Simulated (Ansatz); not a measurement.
Sr (fcc (Cu type)), relaxed with LDA (Ansatz, a quantum-chemistry and plane-wave program, plane waves, PAW): a = b = c = 5.7834 Å, α = β = γ = 90.00°.

- B₀ by P(V) fit (GPa): 14.2
- K_Hill (GPa): 14.0
- G_Hill (GPa): 6.9
- Θ_D (K): 138

**Question.** The same phase is relaxed and computed with PBE in the same code. What are the cell and these values now?

**Answer.** a = 6.027 Å, b = 6.027 Å, c = 6.027 Å, α = 90.00°, β = 90.00°, γ = 90.00°.

B₀ by P(V) fit (GPa): 11.6
K_Hill (GPa): 12.0
G_Hill (GPa): 6.2
Θ_D (K): 133

All cells were relaxed under the symmetry of their starts (and spin orders); stability against distortions was not tested throughout. Spin–orbit coupling is left out wherever it is not named.

Potentials: the later of the program's two PAW sets.

Ansatz is a plane-wave DFT program.
